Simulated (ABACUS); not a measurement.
Worked example: self-consistent single point of Te (R-3m, 1 atom in the cell; from Materials Project mp-1178932, changed as shown) in ABACUS.

Level of theory: PBEsol, PseudoDojo 0.4 standard norm-conserving PBEsol (tails mended) pseudopotentials (plane waves; ABACUS).

The change in words: volume scaled by 1.04. Reference geometry (R-3m):
```
Te
1.0
    2.30591     1.33132     1.69095
   -2.30591     1.33132     1.69095
    0.00000    -2.66263     1.69095
Te
1
Cartesian
  0.00000   0.00000   2.53643
```

Reference input (self-consistent single point, DFT, PBEsol, plane waves, PseudoDojo 0.4 standard norm-conserving PBEsol (tails mended) pseudopotentials): KPT = Gamma 10 10 10 0 0 0; basis_type = pw; ecutwfc = 82.3 Ry; smearing_method = gaussian; smearing_sigma = 0.00999582 Ry; potentials = PseudoDojo 0.4 standard norm-conserving PBEsol (tails mended); symmetry = 1; ks_solver = cg; scf_nmax = 100; scf_thr = 1.0e-09 Ry; mixing_type = pulay. This run's input differs from it in these lines:

```diff
@@ -21,8 +21,8 @@
 LATTICE_CONSTANT
-5.960557
+6.038991
 
 LATTICE_VECTORS
-   0.7310606910    0.4220781272    0.5360972237
-  -0.7310606910    0.4220781272    0.5360972237
-   0.0000000000   -0.8441562544    0.5360972237
+   0.7310606820    0.4220782657    0.5360972314
+  -0.7310606820    0.4220782657    0.5360972314
+   0.0000000000   -0.8441565313    0.5360972314
 
@@ -34,3 +34,3 @@
 1
-   0.0000000000    0.0000000000    4.7931570894 1 1 1
+   0.0000000000    0.0000000000    4.8562295334 1 1 1
 # file: KPT
```

The program printed (abridged):

```
 SELF-CONSISTENT
 -------------------------------------------
                                 init_chg = atomic

 PW ALGORITHM --------------- ION=   1  ELEC=   1--------------------------------
 Notice: Threshold on eigenvalues was too large.

 Density error is 0.0017637989067
                          Error Threshold = 5.81922158965e-06
 E_KohnSham     -209.2131350293      -2846.4907328423
 E_Fermi        0.7132101032         9.7037212747

 PW ALGORITHM --------------- ION=   1  ELEC=   2--------------------------------

 Density error is 8.70569349311e-05
                          Error Threshold = 1.10237431669e-05
   [... lines left out ...]

 Density error is 3.79177708029e-09
                          Error Threshold = 1.35113683062e-10
 E_KohnSham     -209.2132357528      -2846.4921032552
 E_Fermi        0.7105428634         9.6674316161

 PW ALGORITHM --------------- ION=   1  ELEC=   7--------------------------------

 Density error is 7.03741226684e-10
                          Error Threshold = 2.36986067518e-11
 E_KohnSham     -209.2132357528      -2846.4921032548
 E_KS(sigma->0) -209.2130151959      -2846.4891024252
 E_entropy(-TS) -0.0004411136        -0.0060016590
 E_Fermi        0.7105440003         9.6674470837
 charge density convergence is achieved
 final etot is -2846.4921033 eV
 EFERMI = 9.6674470837 eV

 STATE ENERGY(eV) AND OCCUPATIONS    NSPIN == 1
   [... 15 lines left out ...]

 TOTAL-FORCE (eV/Angstrom)
                       Te1         0.0000000000         0.0000000000         0.0000000000

 TOTAL-STRESS (KBAR)
       -25.5044611232         0.0000000000        -0.0000000000
         0.0000000000       -25.5044388720         0.0000000016
        -0.0000000000         0.0000000016       -18.8443178478
 TOTAL-PRESSURE: -23.284406 KBAR

 --------------------------------------------
 !FINAL_ETOT_IS -2846.4921032547649702 eV
 --------------------------------------------
```

The run converged in 7 iterations. Against the reference run the free energy rises by 10.5 meV/atom and the pressure goes from -0.32 to -2.33 GPa.

The structure comes from a collection of computed structures, made at another level of theory; the collection holds predicted forms beside known ones.

Cost on one core: around 110 core-seconds (rough).

“Tails mended”: in these copies of the files the far tail of each local potential was reset to the Coulomb form.
